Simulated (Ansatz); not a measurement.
**Parallel or opposed moments in MnF2 (P4_2/mnm)?**

All numbers are calculated (PBEsol+U, U_eff = 3.0 eV (Dudarev form) on Mn d, fully localised double counting, scalar-relativistic datasets, 420 eV, PAW set soft_2 (made for PBE), 4×4×6 mesh, Gaussian smearing of 0.05 eV) with the plane-wave PAW code Ansatz.

```
Mn F
1.0
     4.87340    0.00000    0.00000
     0.00000    4.87340    0.00000
     0.00000    0.00000    3.30990
Mn F
2 4
Direct
  0.00000 0.00000 0.00000
  0.50000 0.50000 0.50000
  0.30500 0.30500 0.00000
  0.19500 0.80500 0.50000
  0.69500 0.69500 0.00000
  0.80500 0.19500 0.50000
```

The structure is that of a cell as deposited in COD, unrelaxed.

Cell and atoms stay fixed; no spin–orbit coupling. The cell holds two magnetic ions, atoms 1 and 2, and the lowest free states with their moments parallel and opposed are compared.

Question: Which order lies lower, by how much, and what else changes?

Answer: The opposed one, by 8.2 meV/atom (25 meV per magnetic ion). Parallel: gap 1.97 eV, moments Mn 4.21; F 0.08 μB (cell 10.00 μB), pressure 1.0 GPa. Opposed: gap 3.17 eV, moments Mn 4.20, -4.20 μB, pressure 0.5 GPa.

Both states fill the shells alike (parallel: Mn 5↑ 0↓, 5.20 e; opposed: Mn 5↑ 0↓, 5.21 e; Mn 0↑ 5↓, 5.21 e; their occupation matrices agree within 0.15, spins exchanged on the turned ion), so they differ in the order of the moments and not in the filling. A natural orbital (eigenvector of a shell's occupation matrix) is counted as filled above 0.75 (0.9 in a metal) and as partly filled from 0.35 up to that; ↑ and ↓ are the spin channels. The gap is wider by 1.20 eV with opposed moments; with parallel ones the gaps within each spin are 1.97 and 6.21 eV. With spin off the cell lies 1432.7 meV/atom from the lower state (gap zero (metallic)).

In the opposed pattern, atom 1 has 0 of its 2 magnetic neighbours at 3.31 Å, 8 of 8 at 3.82 Å, 0 of 4 at 4.87 Å, 0 of 8 at 5.89 Å turned against it; the energy difference holds only the couplings to turned neighbours.

Question: The moments are now held at an angle, ending 90° apart (non-collinear spin). What is the energy against the parallel state?

Answer: A Heisenberg form, E(θ) − E(0°) = [E(180°) − E(0°)] (1 − cos θ)/2, gives -49.2 × (1 − cos 89.9°)/2 = -25 meV per cell; the run gave -25 meV. The form holds well.

Measured magnetic order: antiferromagnetic, with a Néel temperature of 68 K (quoted in “Elastic and magnetic effects on the infrared phonon spectra of MnF2”, 2009, arxiv:0910.3137). The lowest state here has opposed moments too, though the pattern run needn't be the measured one.

Only these patterns were run; an order that needs another cell may lie lower. At this level the cell was started in 18 ways, of which 1 didn't converge. For metallic states the mesh is coarse, so energy differences carry some meV/atom. U wasn't fitted or computed for this material, so the results show what this U gives and needn't match the real solid. Gaps are Kohn–Sham gaps over the k-mesh alone and may be smaller between its points. Site moments are integrated in small spheres and here fall short of the shell's N↑ − N↓.
